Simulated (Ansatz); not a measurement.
**S-33 NMR of the central transition in Bi2Te2PbS2**

Cell: an entry of the Crystallography Open Database (COD; perhaps a calculated or model structure), ions relaxed with PBE at fixed cell.

Space group R-3m:H (No. 166); a = 4.2722, c = 80.7301 Å, γ = 120.00°.

| site | Wyckoff | site symmetry | x | y | z |
| --- | --- | --- | --- | --- | --- |
| Bi1 | 6c | 3m | 0.0000 | 0.0000 | 0.9363 |
| Bi3 | 6c | 3m | 0.0000 | 0.0000 | 0.1452 |
| Te5 | 6c | 3m | 0.0000 | 0.0000 | 0.5808 |
| Te7 | 6c | 3m | 0.0000 | 0.0000 | 0.7897 |
| Pb | 6c | 3m | 0.0000 | 0.0000 | 0.6456 |
| S11 | 6c | 3m | 0.0000 | 0.0000 | 0.2913 |
| S13 | 3a | -3m | 0.0000 | 0.0000 | 0.0000 |
| S14 | 3b | -3m | 0.0000 | 0.0000 | 0.5000 |

One atom of each set is listed; the run and its k-mesh use a cell of 14 atoms with edges of 27.02, 27.02, 27.02 Å.

All values are calculated (Ansatz; DFT, r2SCAN, plane waves and PAW, scalar-relativistic, 500 eV cutoff, Γ-centred 8×8×8 k-points, Fermi–Dirac smearing 0.02 eV), not measured.

S-33 has I = 3/2 and Q = -69.40 mb (Pyykkö 2018); at 35.2 T its Larmor frequency is ν₀ = 115.2 MHz. Only the quadrupole interaction is simulated: positions count from each site's isotropic chemical shift, and J coupling is left out, as are shift anisotropy and dipolar coupling, which fast spinning averages.

The S sites: S11 (2 atoms; 3 Pb at 2.99 Å, 3 Bi at 3.02 Å); S13 (1 atom; 6 Pb at 3.00 Å); S14 (1 atom; 6 Bi at 3.01 Å).

Fitted components of the simulated spectrum:

```csv
component,|C_Q| (MHz),η
A,0.128,0.00
B,0.242,0.00
C,0.759,0.00
```

(1) Which site most likely gives which component?

Answers

(1) By the calculation, A is S11, B is S14, C is S13. An axis of threefold or higher order runs through S11, S14 and S13, so V_zz lies along it and η is zero.

Without spin–orbit coupling the gradients at and beside Bi and Pb can be off by some per cent, at some sites by more. With a gap of 0.6 eV on this mesh, small gradients can still move by 0.1 × 10²¹ V/m² or more as the k-mesh gets denser.
